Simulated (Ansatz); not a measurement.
Input and command of a plane-wave DFT calculation in Ansatz:

```yaml
crystal:
  lattice:
    - [4.4944731697, 0.0, 0.0]
    - [-2.2472365848, 3.8923279416, 0.0]
    - [0.0, 0.0, 3.6075081813]
  atoms:
    - { symbol: V, position: [0.3333333333, 0.6666666667, 0.25], spin: 2.0 }
    - { symbol: V, position: [0.6666666667, 0.3333333333, 0.75], spin: 2.0 }
    - { symbol: H, position: [0.833, 0.666, 0.25] }
    - { symbol: H, position: [0.167, 0.833, 0.75] }
    - { symbol: H, position: [0.334, 0.167, 0.25] }
    - { symbol: H, position: [0.167, 0.334, 0.75] }
    - { symbol: H, position: [0.833, 0.167, 0.25] }
    - { symbol: H, position: [0.666, 0.833, 0.75] }
basis:
  ecutwfc: 420
kpoints:
  mp_grid: { grid: [6, 6, 6] }
hamiltonian:
  xc: pbe
scf:
  occupations: { method: gaussian, width: 0.1 }
  lower_state_search: "off"
output:
  forces: true
  stress: true
  eigenvalues: true
  populations: true
magnetization:
  spin_polarized: true
```

```bash
ansatz run input.yaml --threads 1 --pin off --max-ram 2560MiB --backend cpu --events-out ev --progress --plain --runs-dir out
```

Processor: Arm Neoverse V1, 1 thread, on a host shared with other jobs.

**Question.** Estimate time, memory and problem size.

**Answer.** About 11 s on 1 thread of Arm Neoverse V1 (shared host), peak memory 0.36 GiB. It solves 26 bands at 28 k points (the mesh reduced by the symmetry that the task leaves, which can be less than the crystal's) with about 1255 plane waves, in 16 SCF iterations.
